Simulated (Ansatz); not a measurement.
YSe: clamped-ion strain scan

Level of theory: DFT PBEsol, scalar-relativistic, plane waves, PAW (Ansatz 0.2.0). Cutoff 420 eV, Γ-centred 14×14×14 k-points, Gaussian smearing of 0.15 eV. No spin polarisation. Energies are free energies at this smearing, counted from the undisturbed cell; pressure is positive in compression.

The starting cell (as given, not relaxed at this level; it stands at -2.5 GPa, and it needn't be the usual structure):

```yaml
crystal:
  lattice:
    - [0.00000, 2.87500, 2.87500]
    - [2.87500, 0.00000, 2.87500]
    - [2.87500, 2.87500, 0.00000]
  atoms:
    - { symbol: Y, position: [0.00000, 0.00000, 0.00000] }
    - { symbol: Se, position: [0.50000, 0.50000, 0.50000] }
```

The cell is strained by ε times the Voigt pattern (0, 1, 0, 0, 0, 0) (xx, yy, zz, yz, xz, xy; engineering shear) with fractional coordinates fixed. The cell is metallic on the mesh throughout.

| ε | ΔE (meV/atom) | stress summed along the pattern (GPa, tension positive) | pressure (GPa) |
| --- | --- | --- | --- |
| -0.0600 | 43.6 | -14.36 | 3.9 |
| -0.0450 | 17.9 | -8.93 | 1.9 |
| -0.0300 | 3.2 | ? | ? |
| -0.0150 | -2.2 | -0.61 | -1.3 |
| 0.0000 | 0.0 | 2.53 | -2.5 |
| 0.0150 | 8.6 | ? | ? |
| 0.0300 | 22.4 | 7.22 | -4.4 |
| 0.0450 | 40.4 | 8.84 | -5.2 |
| 0.0525 | 50.6 | 9.46 | -5.5 |
| 0.0600 | ? | 9.96 | ? |

(1) Give the withheld values.

Results:

(1) stress summed along the pattern (GPa, tension positive) at ε = -0.0300: -4.40; pressure (GPa) at ε = -0.0300: 0.2; stress summed along the pattern (GPa, tension positive) at ε = 0.0150: 5.12; pressure (GPa) at ε = 0.0150: -3.6; ΔE (meV/atom) at ε = 0.0600: 61.4; pressure (GPa) at ε = 0.0600: -5.7.